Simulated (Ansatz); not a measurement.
AlB₃P₄ as one 8-atom ordering (I-42m) on the zincblende lattice: a relaxation of cell and atoms in the PAW code Ansatz (PBE). The starting cell was estimated from covalent radii.

```yaml
crystal:
  lattice:
    - [-2.2855276431, 2.2855276431, 4.5710552863]
    - [2.2855276431, -2.2855276431, 4.5710552863]
    - [2.2855276431, 2.2855276431, -4.5710552863]
  atoms:
    - { symbol: B, position: [0.75, 0.25, 0.5] }
    - { symbol: P, position: [0.125, 0.625, 0.0] }
    - { symbol: B, position: [0.5, 0.5, 0.0] }
    - { symbol: P, position: [0.875, 0.875, 0.5] }
    - { symbol: B, position: [0.25, 0.75, 0.5] }
    - { symbol: P, position: [0.625, 0.125, 0.0] }
    - { symbol: Al, position: [0.0, 0.0, 0.0] }
    - { symbol: P, position: [0.375, 0.375, 0.5] }
kpoints:
  mp_grid: { grid: [8, 8, 8] }
hamiltonian:
  xc: pbe
scf:
  occupations: { method: fermi_dirac, width: 0.02 }
relax:
  f_tol: 0.005
  cell: {}
output:
  write_density: true
  write_potential: true
  elf: true
  volumetric_format: npy
```

The trajectory has 10 recorded frames, each with positions in Å and forces in eV/Å. Some frames, the last among them, repeat a geometry solved again on a basis re-selected at its cell; pressure is positive in compression.

Step 1: energy 0.0 meV/atom from step 1, largest force component 4.276 eV/Å, pressure +35.69 GPa
```xyz
8
Lattice="-2.2855 2.2855 4.5711 2.2855 -2.2855 4.5711 2.2855 2.2855 -4.5711" Properties=species:S:1:pos:R:3:forces:R:3 pbc="T T T"
B     0.0000    2.2855    2.2855    0.0000    0.0000    0.0000
P     1.1428   -1.1428    3.4283   -4.2757    4.2757   -4.1451
B     0.0000    0.0000    4.5711    0.0000    0.0000    0.0000
P     1.1428    1.1428    5.7138   -4.2757   -4.2757    4.1451
B     2.2855    0.0000    2.2855    0.0000    0.0000    0.0000
P    -1.1428    1.1428    3.4283    4.2757   -4.2757   -4.1451
Al    0.0000    0.0000    0.0000    0.0000    0.0000    0.0000
P     1.1428    1.1428    1.1428    4.2757    4.2757    4.1451
```

Step 2: energy -478.9 meV/atom from step 1, largest force component 0.440 eV/Å, pressure +3.84 GPa
```xyz
8
Lattice="-2.3774 2.3774 4.7530 2.3774 -2.3774 4.7530 2.3774 2.3774 -4.7530" Properties=species:S:1:pos:R:3:forces:R:3 pbc="T T T"
B     0.0000    2.3774    2.3765    0.0000    0.0000    0.0000
P     1.0687   -1.0687    3.4536   -0.2212    0.2212    0.4395
B     0.0000    0.0000    4.7530    0.0000    0.0000    0.0000
P     1.0687    1.0687    6.0523   -0.2212   -0.2212   -0.4395
B     2.3774    0.0000    2.3765    0.0000    0.0000    0.0000
P    -1.0687    1.0687    3.4536    0.2212   -0.2212    0.4395
Al    0.0000    0.0000    0.0000    0.0000    0.0000    0.0000
P     1.3087    1.3087    1.2994    0.2212    0.2212   -0.4395
```

Step 3: energy -485.9 meV/atom from step 1, largest force component 0.051 eV/Å, pressure +0.54 GPa
```xyz
8
Lattice="-2.3949 2.3949 4.7940 2.3949 -2.3949 4.7940 2.3949 2.3949 -4.7940" Properties=species:S:1:pos:R:3:forces:R:3 pbc="T T T"
B     0.0000    2.3949    2.3970    0.0000    0.0000    0.0000
P     1.0697   -1.0697    3.5037   -0.0512    0.0512   -0.0210
B     0.0000    0.0000    4.7940    0.0000    0.0000    0.0000
P     1.0697    1.0697    6.0843   -0.0512   -0.0512    0.0210
B     2.3949    0.0000    2.3970    0.0000    0.0000    0.0000
P    -1.0697    1.0697    3.5037    0.0512   -0.0512   -0.0210
Al    0.0000    0.0000    0.0000    0.0000    0.0000    0.0000
P     1.3252    1.3252    1.2903    0.0512    0.0512    0.0210
```

**Question.** Estimate where the relaxation ends.

**Answer.**
Step 4: energy -486.2 meV/atom from step 1, largest force component 0.022 eV/Å, pressure -0.05 GPa
```xyz
8
Lattice="-2.4066 2.4066 4.7675 2.4066 -2.4066 4.7675 2.4066 2.4066 -4.7675" Properties=species:S:1:pos:R:3:forces:R:3 pbc="T T T"
B     0.0000    2.4066    2.3838    0.0000    0.0000    0.0000
P     1.0731   -1.0731    3.4848   -0.0219    0.0219   -0.0008
B     0.0000    0.0000    4.7675    0.0000    0.0000    0.0000
P     1.0731    1.0731    6.0502   -0.0219   -0.0219    0.0008
B     2.4066    0.0000    2.3838    0.0000    0.0000    0.0000
P    -1.0731    1.0731    3.4848    0.0219   -0.0219   -0.0008
Al    0.0000    0.0000    0.0000    0.0000    0.0000    0.0000
P     1.3335    1.3335    1.2827    0.0219    0.0219    0.0008
```

Step 5: energy -486.3 meV/atom from step 1, largest force component 0.007 eV/Å, pressure +0.01 GPa
```xyz
8
Lattice="-2.4035 2.4035 4.7774 2.4035 -2.4035 4.7774 2.4035 2.4035 -4.7774" Properties=species:S:1:pos:R:3:forces:R:3 pbc="T T T"
B     0.0000    2.4035    2.3887    0.0000    0.0000    0.0000
P     1.0710   -1.0710    3.4919   -0.0051    0.0051   -0.0072
B     0.0000    0.0000    4.7774    0.0000    0.0000    0.0000
P     1.0710    1.0710    6.0629   -0.0051   -0.0051    0.0072
B     2.4035    0.0000    2.3887    0.0000    0.0000    0.0000
P    -1.0710    1.0710    3.4919    0.0051   -0.0051   -0.0072
Al    0.0000    0.0000    0.0000    0.0000    0.0000    0.0000
P     1.3324    1.3324    1.2855    0.0051    0.0051    0.0072
```

Step 6: energy -486.3 meV/atom from step 1, largest force component 0.000 eV/Å, pressure 0.00 GPa
```xyz
8
Lattice="-2.4034 2.4034 4.7778 2.4034 -2.4034 4.7778 2.4034 2.4034 -4.7778" Properties=species:S:1:pos:R:3:forces:R:3 pbc="T T T"
B     0.0000    2.4034    2.3889    0.0000    0.0000    0.0000
P     1.0707   -1.0707    3.4919    0.0001   -0.0001    0.0000
B     0.0000    0.0000    4.7778    0.0000    0.0000    0.0000
P     1.0707    1.0707    6.0637    0.0001    0.0001    0.0000
B     2.4034    0.0000    2.3889    0.0000    0.0000    0.0000
P    -1.0707    1.0707    3.4919   -0.0001    0.0001    0.0000
Al    0.0000    0.0000    0.0000    0.0000    0.0000    0.0000
P     1.3326    1.3326    1.2859   -0.0001   -0.0001    0.0000
```

Step 7: energy -488.7 meV/atom from step 1, largest force component 0.000 eV/Å, pressure +0.22 GPa
```xyz
8
Lattice="-2.4034 2.4034 4.7778 2.4034 -2.4034 4.7778 2.4034 2.4034 -4.7778" Properties=species:S:1:pos:R:3:forces:R:3 pbc="T T T"
B     0.0000    2.4034    2.3889    0.0000    0.0000    0.0000
P     1.0707   -1.0707    3.4919    0.0000    0.0000   -0.0002
B     0.0000    0.0000    4.7778    0.0000    0.0000    0.0000
P     1.0707    1.0707    6.0637    0.0000    0.0000    0.0002
B     2.4034    0.0000    2.3889    0.0000    0.0000    0.0000
P    -1.0707    1.0707    3.4919    0.0000    0.0000   -0.0002
Al    0.0000    0.0000    0.0000    0.0000    0.0000    0.0000
P     1.3326    1.3326    1.2859    0.0000    0.0000    0.0002
```

Step 8: energy -488.7 meV/atom from step 1, largest force component 0.004 eV/Å, pressure -0.08 GPa
```xyz
8
Lattice="-2.4051 2.4051 4.7819 2.4051 -2.4051 4.7819 2.4051 2.4051 -4.7819" Properties=species:S:1:pos:R:3:forces:R:3 pbc="T T T"
B     0.0000    2.4051    2.3909    0.0000    0.0000    0.0000
P     1.0718   -1.0718    3.4949   -0.0026    0.0026    0.0036
B     0.0000    0.0000    4.7819    0.0000    0.0000    0.0000
P     1.0718    1.0718    6.0689   -0.0026   -0.0026   -0.0036
B     2.4051    0.0000    2.3909    0.0000    0.0000    0.0000
P    -1.0718    1.0718    3.4949    0.0026   -0.0026    0.0036
Al    0.0000    0.0000    0.0000    0.0000    0.0000    0.0000
P     1.3333    1.3333    1.2870    0.0026    0.0026   -0.0036
```

Step 9: energy -488.7 meV/atom from step 1, largest force component 0.000 eV/Å, pressure 0.00 GPa
```xyz
8
Lattice="-2.4048 2.4048 4.7802 2.4048 -2.4048 4.7802 2.4048 2.4048 -4.7802" Properties=species:S:1:pos:R:3:forces:R:3 pbc="T T T"
B     0.0000    2.4048    2.3901    0.0000    0.0000    0.0000
P     1.0715   -1.0715    3.4938   -0.0002    0.0002    0.0001
B     0.0000    0.0000    4.7802    0.0000    0.0000    0.0000
P     1.0715    1.0715    6.0666   -0.0002   -0.0002   -0.0001
B     2.4048    0.0000    2.3901    0.0000    0.0000    0.0000
P    -1.0715    1.0715    3.4938    0.0002   -0.0002    0.0001
Al    0.0000    0.0000    0.0000    0.0000    0.0000    0.0000
P     1.3333    1.3333    1.2864    0.0002    0.0002   -0.0001
```

Step 10: energy -488.7 meV/atom from step 1, largest force component 0.000 eV/Å, pressure 0.00 GPa
```xyz
8
Lattice="-2.4048 2.4048 4.7802 2.4048 -2.4048 4.7802 2.4048 2.4048 -4.7802" Properties=species:S:1:pos:R:3:forces:R:3 pbc="T T T"
B     0.0000    2.4048    2.3901    0.0000    0.0000    0.0000
P     1.0715   -1.0715    3.4938   -0.0002    0.0002    0.0001
B     0.0000    0.0000    4.7802    0.0000    0.0000    0.0000
P     1.0715    1.0715    6.0666   -0.0002   -0.0002   -0.0001
B     2.4048    0.0000    2.3901    0.0000    0.0000    0.0000
P    -1.0715    1.0715    3.4938    0.0002   -0.0002    0.0001
Al    0.0000    0.0000    0.0000    0.0000    0.0000    0.0000
P     1.3333    1.3333    1.2864    0.0002    0.0002   -0.0001
```

The walk took 8 steps, besides SCFs solved again on a fresh basis, and changed the volume by +15.8 %. The last SCF, on a fresh basis, lies 489 meV an atom below the first. At the end: it is tetragonal, I-42m (No. 121); conventional cell a = 4.810 Å, c = 9.560 Å, 13.82 Å³ an atom. B has 4 P at 2.04 Å; P has 3 B at 1.99–2.04 Å and 1 Al at 2.28 Å; B has 4 P at 1.99 Å; Al has 4 P at 2.28 Å.

Command: `ansatz run input.yaml --threads 4 --pin off --max-ram 6451MiB --backend cpu --events-out ev --progress --plain --runs-dir out`. It took 40 s on 4 threads of Arm Neoverse V2, on a shared host; peak host memory 0.49 GiB.

The calculation is spin-unpolarised, and the structure need not be a phase that has been made.
